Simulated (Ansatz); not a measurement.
## Property card for ZnCdO2

ZnCdO2:
```
ZnCdO2
1.0
    3.31836     0.00000     0.00000
   -1.65918     2.87378     0.00000
    0.00000     0.00000     5.56288
Zn Cd O
1 1 2
Direct
  0.00000   0.00000   0.99673
  0.66667   0.33333   0.48695
  0.66667   0.33333   0.09878
  0.00000   0.00000   0.65354
```

Space group P3m1 (No. 156); conventional cell a = 3.3184 Å, b = 3.3184 Å, c = 5.5629 Å, α = 90.00°, β = 90.00°, γ = 120.00°.

Method: LDA in the plane-wave PAW code Ansatz. Structure relaxed to zero pressure with the same functional. Other levels are named where they apply.

**Cell and energy**

```json
{
 "volume_per_atom": "13.26 Å³",
 "density": "6.57 g/cm³",
 "Formation energy from the elements (no fitted shifts)": "-1.23 eV/atom"
}
```

**Electronic structure**

```json
{
 "electronic_character": "no gap, with almost no states at the Fermi level (zero-gap or semimetallic)",
 "Density of states at the Fermi level": "0.01 states/eV per atom (mean over ±0.08 eV)"
}
```

**Mechanics**

```json
{
  "Bulk modulus (Birch–Murnaghan fit)": "127 GPa",
  "Pressure derivative B′": "4.0"
}
```

**Phonons**

```json
{
 "highest_zone_centre_frequency": "559 cm⁻¹",
 "zone_centre_stability": "no imaginary mode at Γ"
}
```

The first step of the workflow began from a Materials Project structure, measured or hypothetical; the Crystallography Open Database copy checked does not list it. Whether it is the stable phase at ambient conditions was not checked. The LDA relaxation kept the symmetry of its start. As this level gives no gap, phonon frequencies hold no LO–TO term and depend on the k-mesh and smearing (Fermi–Dirac, 0.1 eV here). The references are the lowest solids computed at this level, not always the standard phases (solids in place of the gases). Scalar-relativistic: spin–orbit coupling is off unless named, which matters more the heavier the elements.

Potentials: the later of the program's two PAW sets.
